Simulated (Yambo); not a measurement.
ZnSe (zinc blende, space group F-43m, No. 216), G0W0@PBEsol in Yambo (4×4×4 mesh, plasmon pole; 10 Ry block, no terminator). The number N of bands in W and G is varied.

| N | x = 1/N | gap Γ → Γ (eV) | shift of the valence edge (eV) |
|---|---|---|---|
| 43 | 0.02326 | 2.760 | -0.852 |
| 64 | 0.01562 | 2.728 | -1.032 |
| 87 | 0.01149 | 2.720 | -1.135 |
| 110 | 0.00909 | ? | ? |

Problem. Basis-set arguments suggest E = E∞ + A x. Fix A and E∞ from the two rows above the withheld one, predict the row at 110 bands, and test the form.

Solution. Gap: A = (2.720 − (2.728))/(0.01149 − 0.01562) = 1.94, E∞ = 2.698 eV, so 2.715 eV is predicted; the run gave 2.718 eV (miss 3 meV). The first two rows have slope 4.19, so the form doesn't hold yet over the whole range. Shift: A = (-1.135 − (-1.032))/(0.01149 − 0.01562) = 24.9, E∞ = -1.422 eV, so -1.195 eV is predicted; the run gave -1.200 eV (miss 5 meV). The first two rows have slope 23.6, within 15 % of that. The other settings are held fixed.

The standard potential for Se keeps a d shell in the valence without the s and p states of that shell. In tests on such compounds this moved G0W0 gaps by up to about 0.9 eV, so absolute quasiparticle energies here are unreliable; differences between settings are what counts.

Spin-orbit coupling is not included.

Geometry relaxed with PBEsol; primitive cell a = b = c = 3.9830 Å, α = β = γ = 60.00°.

A shift is the quasiparticle energy of the state minus its PBEsol energy.
